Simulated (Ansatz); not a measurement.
CuPt (R-3m); total moment held at 0.8 μB.

```xyz
2
Lattice="1.3623 0.7865 4.2445 -1.3623 0.7865 4.2445 0.0000 -1.5730 4.2445" Properties=species:S:1:pos:R:3 pbc="T T T"
Cu    0.0000    0.0000    0.0000
Pt    0.0000    0.0000    6.3667
```

The geometry is a structure from the Materials Project, held fixed and not relaxed.

Functional, mesh and filling: LDA, 14×14×14 k mesh, Fermi–Dirac smearing of 0.1 eV. LAPW is all-electron LAPW in Ansatz 0.2.0. Site moments are integrated in spheres about the atoms. Start moments (μB): Cu1 0.4, Pt2 0.4.

The self-consistent cycle went as follows.

| iteration | Harris–Foulkes energy less the last (meV) | density residual (eV) | M (μB) | ∫|m| (μB) |
| --- | --- | --- | --- | --- |
| 1 | -1373.464 | 5.7e-01 | 0.8000 | 0.8002 |
| 2 | -968.670 | 8.4e-01 | 0.8000 | 0.8002 |
| 3 | -59.130 | 5.3e-02 | 0.8000 | 0.8002 |
| 4 | -21.334 | 5.6e-02 | 0.8000 | 0.8003 |
| 5 | -0.359 | 5.6e-03 | 0.8000 | 0.8003 |
| 6 | -1.164 | 3.2e-03 | 0.8000 | 0.8004 |
| 7 | -0.113 | 4.2e-04 | 0.8000 | 0.8004 |
| 8 | -0.018 | 3.9e-05 | 0.8000 | 0.8004 |
| 9 | -0.007 | 8.3e-06 | 0.8000 | 0.8004 |
| 10 | -0.001 | 2.0e-06 | 0.8000 | 0.8004 |
| 11 | 0.000 | 4.0e-08 | 0.8000 | 0.8004 |

Site moments (μB): Cu1 0.21, Pt2 0.56. Cell moment 0.80 μB.

The Ansatz runs typed with the search for lower states off end where their start leads. Spin–orbit coupling is left out although heavy atoms are present. None of this fixes the real material's magnetic order: only patterns that fit the cell were computed, at zero temperature, with a functional that can overstate moments.
